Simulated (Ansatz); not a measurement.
This cell of Be (hcp, Mg type) is off equilibrium:

```yaml
crystal:
  lattice:
    - [4.52899, 0.00000, 0.00000]
    - [-1.13225, 1.96111, 0.00000]
    - [0.00000, 0.00000, 3.56090]
  atoms:
    - { symbol: Be, position: [0.16667, 0.62251, 0.75000] }
    - { symbol: Be, position: [0.66667, 0.71083, 0.75000] }
    - { symbol: Be, position: [0.33333, 0.28917, 0.25000] }
    - { symbol: Be, position: [0.83333, 0.37749, 0.25000] }
```

All values below come from PBE (plane waves to 420 eV, PAW, scalar-relativistic; Ansatz, a quantum-chemistry and plane-wave program). k mesh 23×23×13 (Γ-centred), Fermi-Dirac smearing 0.05 eV. Compression counts positive. With partly filled bands, energies and forces of such displacements shift with the k mesh and the smearing. Be was relaxed with its symmetry unable to fall. The PAW data are Ansatz's earlier set.

### Question
Predict the force on every atom, in eV/Å.

### Answer
```json
[
 {"atom": "Be1", "Fx": "-0.329", "Fy": "0.414", "Fz": "0.000"},
 {"atom": "Be2", "Fx": "0.194", "Fy": "-0.492", "Fz": "0.000"},
 {"atom": "Be3", "Fx": "-0.194", "Fy": "0.492", "Fz": "0.000"},
 {"atom": "Be4", "Fx": "0.329", "Fy": "-0.414", "Fz": "0.000"}
]
```

(A displaced cell: forces are minus the slopes of the energy, force constants its curvatures, and phonons follow from these.)
